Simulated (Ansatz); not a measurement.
## Vibrational response of ZrSi3O8

These are results of Ansatz 0.2.0, DFT PBE, scalar-relativistic, plane waves, PAW, not measurements. Plane waves to 420 eV; Γ-centred k mesh 4×4×4; fixed occupations. No spin polarisation. Phonons by linear response, acoustic sum rule imposed.

Relaxed structure:
```
CELL_PARAMETERS angstrom
3.76329 -3.83106 -0.00046
3.76329 3.83106 -0.00046
-0.00420 0.00000 7.61347
ATOMIC_POSITIONS crystal
Zr 0.47984 0.52016 0.00000
Si 0.97515 0.47605 0.73037
Si 0.52395 0.02485 0.26963
Si 0.02310 0.97690 0.50000
O 0.04203 0.23984 0.60580
O 0.53173 0.85780 0.09014
O 0.14220 0.46827 0.90986
O 0.76016 0.95797 0.39420
O 0.03777 0.73932 0.63167
O 0.53792 0.31487 0.20869
O 0.68513 0.46208 0.79131
O 0.26068 0.96223 0.36833
```

The cell was found from a structure generator's guess, not taken from experiment. Modes under 40 cm⁻¹ are poorly fixed.

Optical modes at Γ (transverse, no macroscopic field):
```tsv
frequency (meV)	degeneracy	IR intensity of the level ((D/Å)²/amu)
4.6	1	0.00
5.7	1	0.00
10.1	1	0.02
10.9	1	0.03
23.6	1	0.15
25.1	1	0.21
25.3	1	0.17
29.2	1	0.55
30.9	1	0.30
34.6	1	0.66
36.2	1	0.35
39.0	1	0.34
42.9	1	5.99
43.1	1	0.87
44.8	1	0.40
45.4	1	5.05
49.3	1	13.34
49.6	1	13.91
60.5	1	4.29
69.7	1	0.85
73.0	1	5.66
74.2	1	0.83
82.1	1	4.00
91.4	1	0.04
91.4	1	0.12
109.9	1	39.06
110.7	1	36.33
114.7	1	52.20
126.8	1	0.04
129.1	1	35.23
129.2	1	35.60
138.0	1	16.13
142.7	1	0.30
```

All 33 optical modes at Γ are real: no displacement of atoms at fixed cell lowers the energy to second order. Strains and modes at other wave vectors aren't tested by this run.

```
Electronic dielectric constant ε∞ (principal values) : 2.33, 2.33, 2.37
Static dielectric constant ε0 (principal values)     : 4.2, 4.3, 4.4
Refractive index √ε∞, mean                           : 1.53
Kohn–Sham gap on the mesh                            : 5.18 eV
Cost                                                 : 2.6 min on 4 threads of Intel(R) Xeon(R) 6975P-C (Granite Rapids), on a shared host, peak memory 2 GiB
```

Born effective charges (e):
```tsv
atom	Z*xx	Z*yy	Z*zz	mean
Zr (atom 1)	3.84	3.76	3.95	3.85
Si (atom 2)	3.58	3.66	3.61	3.62
Si (atom 4)	3.54	3.57	3.67	3.60
O (atom 5)	-1.70	-1.94	-1.84	-1.83
O (atom 6)	-2.04	-1.76	-1.76	-1.85
O (atom 9)	-1.88	-1.71	-1.83	-1.81
O (atom 10)	-1.66	-1.92	-1.98	-1.86
```

The modes are given without the long-range field that lifts LO modes in polar crystals.
